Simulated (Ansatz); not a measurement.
N:
Space group P4₂/mnm (No. 136); a = b = 4.0592 Å, c = 5.2353 Å, α = β = γ = 90.00°

```csv
atom,site,symmetry,x,y,z
N,4f,m.2m,0.0952,0.0952,0.0000
```

Relaxed with r²SCAN+D4.

Which orbitals make up the states near the band edges in r²SCAN+D4 (plane waves, PAW; program Ansatz)?

Top 1 eV of the valence band: N 2p 66 %, N 2s 31 %. Bottom 1 eV of the conduction band: N 2p 96 %. Projections are on Löwdin-orthogonalised atomic valence shells; empty p or d shells of many metals are not among them.

Tabulate the density of states.

States/eV per cell of 4 atoms, in 0.25 eV bins, energy from the valence-band maximum.

```tsv
E (eV)	total	N 2p	N 2s
-4.15	0.00	0.00	0.00
-3.90	11.61	5.07	6.53
-3.65	4.39	1.85	2.54
-3.40	0.00	0.00	0.00
-3.15	0.00	0.00	0.00
-2.90	0.00	0.00	0.00
-2.65	0.00	0.00	0.00
-2.40	0.00	0.00	0.00
-2.15	0.00	0.00	0.00
-1.90	4.20	4.06	0.04
-1.65	12.79	12.37	0.17
-1.40	14.87	14.65	0.04
-1.15	0.14	0.14	0.00
-0.90	0.15	0.11	0.04
-0.65	0.90	0.61	0.25
-0.40	3.84	2.55	1.15
-0.15	10.97	7.19	3.42
0.10	0.13	0.09	0.04
0.35	0.00	0.00	0.00
0.60	0.00	0.00	0.00
0.85	0.00	0.00	0.00
1.10	0.00	0.00	0.00
1.35	0.00	0.00	0.00
1.60	0.00	0.00	0.00
1.85	0.00	0.00	0.00
2.10	0.00	0.00	0.00
2.35	0.00	0.00	0.00
2.60	0.00	0.00	0.00
2.85	0.00	0.00	0.00
3.10	0.00	0.00	0.00
3.35	0.00	0.00	0.00
3.60	0.00	0.00	0.00
3.85	0.00	0.00	0.00
4.10	0.00	0.00	0.00
4.35	0.00	0.00	0.00
4.60	0.00	0.00	0.00
4.85	0.00	0.00	0.00
5.10	0.00	0.00	0.00
5.35	0.00	0.00	0.00
5.60	0.00	0.00	0.00
5.85	0.00	0.00	0.00
6.10	0.00	0.00	0.00
6.35	0.00	0.00	0.00
6.60	0.00	0.00	0.00
6.85	0.00	0.00	0.00
7.10	0.00	0.00	0.00
7.35	0.00	0.00	0.00
7.60	0.01	0.01	0.00
7.85	0.45	0.44	0.00
8.10	1.03	0.99	0.00
8.35	3.05	2.93	0.01
8.60	9.75	9.36	0.01
8.85	5.89	5.72	0.00
9.10	8.12	7.95	0.01
9.35	2.70	2.65	0.00
9.60	1.01	0.99	0.00
9.85	0.00	0.00	0.00
10.10	0.00	0.00	0.00
10.35	0.00	0.00	0.00
10.60	0.00	0.00	0.00
10.85	0.00	0.00	0.00
11.10	0.00	0.00	0.00
11.35	0.00	0.00	0.00
11.60	0.00	0.00	0.00
11.85	0.00	0.00	0.00
```

Space group P4_2/mnm. The first step of the workflow began from a Materials Project structure, measured or hypothetical; the Crystallography Open Database copy checked does not list it. It is not the usual solid phase (space group No. 205). The cell was relaxed with r²SCAN+D4 under the symmetry of its start; phonons on a q-mesh show weakly imaginary modes. The substance is a gas or liquid at ambient conditions.

Potentials: the later of the program's two PAW sets.
